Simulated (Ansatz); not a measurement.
## Structures of K2Rh: which is lowest?

Plane-wave DFT in Ansatz with scalar-relativistic PAW potentials, cutoff 420 eV, Γ-centred meshes chosen by cell and gap, Gaussian smearing with energies taken to zero width. Every cell was relaxed (cell and atoms) in a run of its own, within the symmetry of its start. Functional: PBE.

Relaxed structures (starts from databases or built by putting these elements on another compound's sites):
A. I4_1/amd, 6 atoms in the computed cell, a = 6.225 Å, c = 12.011 Å; sites (symmetry × multiplicity) K 2mm. × 8, Rh -4m2 × 4; start: built
B. P6/mmm, 3 atoms in the computed cell, a = 5.617 Å, c = 2.972 Å; sites (symmetry × multiplicity) K -6m2 × 2, Rh 6/mmm × 1; start: built

Question: Rank them by energy. Could pressure change the order?

Answer:
| structure | group | E − E(lowest) (meV/atom) | V (Å³/atom) | gap on mesh (eV) |
| --- | --- | --- | --- | --- |
| B | P6/mmm | 0.0 | 27.07 | 0.00 |
| A | I4_1/amd | 173 | 38.79 | 0.00 |

B is lowest, 173 meV/atom under A. The lowest is also the densest of these, so pressure wouldn't bring one of the others in at first order. Other structures may lie lower than all of these, and vibrations aren't counted.